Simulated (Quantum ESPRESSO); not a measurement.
# Zn8SeO7: input and log of a self-consistent run

A calculation, not a measurement. The program is pw.x of Quantum ESPRESSO 7.5 (plane-wave density functional theory). The cell is made up: 16 atoms on a doubled zincblende/diamond lattice, with randomly drawn elements, strain and displacements, not relaxed. PseudoDojo standard norm-conserving files (v0.5 for PBE, v0.4.1 for LDA and PBEsol) set the functional; there is no spin polarisation, spin-orbit coupling or dispersion term, and the masses in the input are unused placeholders.

Input:

```
&control calculation='scf', pseudo_dir='./dojo.nc.sr.pbe.v0_5.standard.upf', outdir='./o', disk_io='medium', tprnfor=.true., tstress=.true. /
&system ibrav=0, nat=16, ntyp=3, nbnd=115, ecutwfc=85.99341389, nosym=.true., tot_charge=0,
 occupations='smearing', smearing='fd', degauss=0.0018374661
/
&electrons conv_thr=7.350e-09, electron_maxstep=60, /
ATOMIC_SPECIES
O 1.0 O.upf
Se 1.0 Se.upf
Zn 1.0 Zn.upf
CELL_PARAMETERS angstrom
4.6789 0.0 0.0
0.0 4.6789 0.0
0.0 0.0 9.3579
ATOMIC_POSITIONS angstrom
Zn 0.0342 0.0023 0.0393
Zn 0.0386 2.3569 2.3723
Zn 2.4151 -0.0336 2.3095
Zn 2.339 2.2879 -0.0048
Zn 0.0114 -0.0514 4.6512
Zn 0.0017 2.3639 7.0366
Zn 2.3506 0.011 7.0707
Zn 2.31 2.2994 4.6865
Se 1.1637 1.1915 1.1606
O 1.1442 3.4764 3.5603
O 3.5123 1.1744 3.5367
O 3.4562 3.5254 1.2019
O 1.1116 1.1743 5.8613
O 1.1414 3.5343 8.1737
O 3.5267 1.1822 8.1589
O 3.4635 3.4977 5.792
K_POINTS automatic
5 5 3 1 1 1
```

The log is shortened where brackets say so; the opening notice, blank lines, dates and the lines on written files are dropped, and the path of the files is cut. It prints rydbergs, bohrs and kilobars, and counts compression as positive stress. With no partly filled state, the Fermi energy that it prints is only some level between the filled and the empty states on the mesh, and need not lie in the true gap.

```
     Program PWSCF v.7.5
     Parallel version (MPI & OpenMP), running on       1 processor cores
     Number of MPI processes:                 1
     Threads/MPI process:                     1
     [start-up lines left out]
     bravais-lattice index     =            0
     lattice parameter (alat)  =       8.8418  a.u.
     unit-cell volume          =    1382.4917 (a.u.)^3
     number of atoms/cell      =           16
     number of atomic types    =            3
     number of electrons       =       218.00
     number of Kohn-Sham states=          115
     kinetic-energy cutoff     =      85.9934  Ry
     charge density cutoff     =     343.9737  Ry
     scf convergence threshold =      7.3E-09
     mixing beta               =       0.7000
     number of iterations used =            8  plain     mixing
     Exchange-correlation= PBE
                           (   1   4   3   4   0   0   0)
     [axes and pseudopotential details left out]
   Cartesian axes
     site n.     atom                  positions (alat units)
         1        Zn     tau(   1) = (   0.0073094   0.0004916   0.0083994  )
         2        Zn     tau(   2) = (   0.0082498   0.5037295   0.5070209  )
         3        Zn     tau(   3) = (   0.5161683  -0.0071812   0.4935989  )
         4        Zn     tau(   4) = (   0.4999038   0.4889825  -0.0010259  )
         5        Zn     tau(   5) = (   0.0024365  -0.0109855   0.9940798  )
         6        Zn     tau(   6) = (   0.0003633   0.5052256   1.5039005  )
         7        Zn     tau(   7) = (   0.5023830   0.0023510   1.5111885  )
         8        Zn     tau(   8) = (   0.4937058   0.4914403   1.0016243  )
         9        Se     tau(   9) = (   0.2487123   0.2546539   0.2480498  )
        10        O      tau(  10) = (   0.2445447   0.7429951   0.7609267  )
        11        O      tau(  11) = (   0.7506679   0.2509992   0.7558828  )
        12        O      tau(  12) = (   0.7386779   0.7534677   0.2568766  )
        13        O      tau(  13) = (   0.2375772   0.2509778   1.2527090  )
        14        O      tau(  14) = (   0.2439462   0.7553699   1.7469277  )
        15        O      tau(  15) = (   0.7537455   0.2526662   1.7437646  )
        16        O      tau(  16) = (   0.7402381   0.7475475   1.2378978  )
     number of k points=    38  Fermi-Dirac smearing, width (Ry)=  0.0018
                       cart. coord. in units 2pi/alat
        k(    1) = (   0.1000000   0.1000000   0.0833324), wk =   0.0533333
        k(    2) = (   0.1000000   0.1000000  -0.2499973), wk =   0.0533333
     [further k points left out]
     Dense  grid:   148897 G-vectors     FFT dimensions: (  54,  54, 108)
     Estimated max dynamical RAM per process >     335.17 MB
     Initial potential from superposition of free atoms
     starting charge     217.9988, renormalised to     218.0000
     Starting wfcs are  117 randomized atomic wfcs
     total cpu time spent up to now is       70.6 secs
     per-process dynamical memory:   178.3 Mb
     Self-consistent Calculation
     iteration #  1     ecut=    85.99 Ry     beta= 0.70
     Davidson diagonalization with overlap
     ethr =  1.00E-02,  avg # of iterations =  5.5
     total cpu time spent up to now is      325.0 secs
     total energy              =   -3816.90366019 Ry
     estimated scf accuracy    <       3.59976225 Ry
     iteration #  2     ecut=    85.99 Ry     beta= 0.70
     Davidson diagonalization with overlap
     ethr =  1.65E-03,  avg # of iterations =  4.3
     total cpu time spent up to now is      573.6 secs
     total energy              =   -3817.35325573 Ry
     estimated scf accuracy    <       7.52127991 Ry
     iteration #  3     ecut=    85.99 Ry     beta= 0.70
     Davidson diagonalization with overlap
     ethr =  1.65E-03,  avg # of iterations =  3.0
     total cpu time spent up to now is      814.4 secs
     total energy              =   -3818.73642936 Ry
     estimated scf accuracy    <       0.14041574 Ry
     iteration #  4     ecut=    85.99 Ry     beta= 0.70
     Davidson diagonalization with overlap
     ethr =  6.44E-05,  avg # of iterations =  5.5
     total cpu time spent up to now is     1062.5 secs
     total energy              =   -3818.76838170 Ry
     estimated scf accuracy    <       0.02402480 Ry
     iteration #  5     ecut=    85.99 Ry     beta= 0.70
     Davidson diagonalization with overlap
     ethr =  1.10E-05,  avg # of iterations =  5.5
     total cpu time spent up to now is     1245.6 secs
     total energy              =   -3818.77102824 Ry
     estimated scf accuracy    <       0.01321532 Ry
     [iterations 6 to 8 left out]
     iteration #  9     ecut=    85.99 Ry     beta= 0.70
     Davidson diagonalization with overlap
     ethr =  1.44E-08,  avg # of iterations =  2.6
     total cpu time spent up to now is     1971.1 secs
     total energy              =   -3818.77371243 Ry
     estimated scf accuracy    <       0.00000703 Ry
     iteration # 10     ecut=    85.99 Ry     beta= 0.70
     Davidson diagonalization with overlap
     ethr =  3.23E-09,  avg # of iterations =  2.1
     total cpu time spent up to now is     2169.0 secs
     total energy              =   -3818.77371273 Ry
     estimated scf accuracy    <       0.00000224 Ry
     iteration # 11     ecut=    85.99 Ry     beta= 0.70
     Davidson diagonalization with overlap
     ethr =  1.03E-09,  avg # of iterations =  2.1
     total cpu time spent up to now is     2386.1 secs
     total energy              =   -3818.77371312 Ry
     estimated scf accuracy    <       0.00000019 Ry
     iteration # 12     ecut=    85.99 Ry     beta= 0.70
     Davidson diagonalization with overlap
     ethr =  8.51E-11,  avg # of iterations =  2.1
     total cpu time spent up to now is     2613.1 secs
     total energy              =   -3818.77371312 Ry
     estimated scf accuracy    <       0.00000006 Ry
     iteration # 13     ecut=    85.99 Ry     beta= 0.70
     Davidson diagonalization with overlap
     ethr =  2.60E-11,  avg # of iterations =  2.1
     total cpu time spent up to now is     2837.9 secs
     End of self-consistent calculation
          k = 0.1000 0.1000 0.0833 ( 18581 PWs)   bands (ev):
  -114.8395-114.8218-114.6229-114.4847-113.6598-113.5645-113.4491-113.4205
   -69.1812 -69.1609 -68.9708 -68.9565 -68.9542 -68.9490 -68.9403 -68.7844
   -68.7592 -68.7440 -68.6380 -68.6074 -67.8450 -67.8374 -67.8273 -67.7485
   -67.7472 -67.7366 -67.6404 -67.6296 -67.6197 -67.6093 -67.6010 -67.5945
   -37.7450 -37.7368 -37.6975 -37.6806 -37.6761  -7.7262  -7.4510  -7.2828
    -7.1105  -6.9108  -6.7882  -6.5889  -4.6756   2.4960   2.5657   2.7112
     3.4689   3.4973   3.5306   3.6828   3.7793   3.7983   3.8581   3.9098
     3.9438   4.0390   4.1272   4.2264   4.2545   4.3235   4.3655   4.3753
     4.4643   4.4907   4.5302   4.6487   4.6794   4.6982   4.8291   4.9233
     4.9603   4.9739   5.0335   5.1737   5.2387   5.2780   5.3410   5.3762
     5.4417   5.4500   5.5806   5.6287   5.6998   5.7993   5.8866   6.3034
     6.4060   6.4740   6.9852   7.1164   7.2303   7.4483   7.5063   7.5620
     7.7091   7.7822   7.8701   7.9074   8.0094   8.1217   8.5055   8.5845
     9.0743   9.1915   9.3004   9.8173   9.8613  11.5931  13.5180  14.0750
    14.2149  14.8872  15.8262
     [levels at the other k points left out]
     the Fermi energy is    10.4259 ev
!    total energy              =   -3818.77371313 Ry
     estimated scf accuracy    <          4.5E-09 Ry
     smearing contrib. (-TS)   =      -0.00000000 Ry
     internal energy E=F+TS    =   -3818.77371313 Ry
     The total energy is F=E-TS. E is the sum of the following terms:
     one-electron contribution =   -2653.29887310 Ry
     hartree contribution      =    1400.82120645 Ry
     xc contribution           =    -467.34584222 Ry
     ewald contribution        =   -2098.95020427 Ry
     convergence has been achieved in  13 iterations
     Forces acting on atoms (cartesian axes, Ry/au):
     atom    1 type  3   force =    -0.16631353   -0.16524636   -0.16457427
     atom    2 type  3   force =    -0.14403278    0.12684239    0.14397884
     atom    3 type  3   force =     0.07508668   -0.07807689    0.13202650
     atom    4 type  3   force =     0.16405514    0.16509639   -0.16936731
     atom    5 type  3   force =    -0.00960288    0.01665258    0.02135728
     atom    6 type  3   force =    -0.00516833    0.00060440   -0.02507093
     atom    7 type  3   force =    -0.00508149   -0.00204407   -0.03230055
     atom    8 type  3   force =     0.00192632   -0.00412151    0.01062847
     atom    9 type  2   force =     0.01759480   -0.02651407    0.08904806
     atom   10 type  1   force =     0.01546911    0.00962800   -0.01612692
     atom   11 type  1   force =     0.00033446   -0.00475682   -0.00669213
     atom   12 type  1   force =     0.03417424   -0.02560772   -0.02846651
     atom   13 type  1   force =     0.01176849   -0.00891066    0.00376135
     atom   14 type  1   force =     0.00848269   -0.00649734    0.00618169
     atom   15 type  1   force =    -0.00313126   -0.00235065    0.01071980
     atom   16 type  1   force =     0.00443834    0.00530233    0.02489663
     Total force =     0.517439     Total SCF correction =     0.000307
     Computing stress (Cartesian axis) and pressure
          total   stress  (Ry/bohr**3)                   (kbar)     P=      119.33
   0.00081504   0.00011028  -0.00011847          119.90       16.22      -17.43
   0.00011028   0.00082217   0.00016017           16.22      120.94       23.56
  -0.00011847   0.00016017   0.00079632          -17.43       23.56      117.14
     init_run     :     66.91s CPU     70.58s WALL (       1 calls)
     electrons    :   2668.49s CPU   2767.25s WALL (       1 calls)
     forces       :     31.71s CPU     32.24s WALL (       1 calls)
     stress       :    130.68s CPU    133.74s WALL (       1 calls)
     [timing details left out]
     PWSCF        :  48m19.06s CPU  50m 7.55s WALL
     JOB DONE.
```

In other units: free energy -51957.063 eV for the cell, pressure 11.93 GPa, largest force component 4.355 eV/Å. A rerun of a related cell, with the same atoms placed differently, at a cutoff of 1467 eV and k mesh 7 x 7 x 5 moved values by no more than 0.003 eV in energy, 0.02 GPa in stress and 0.002 eV/Å in force.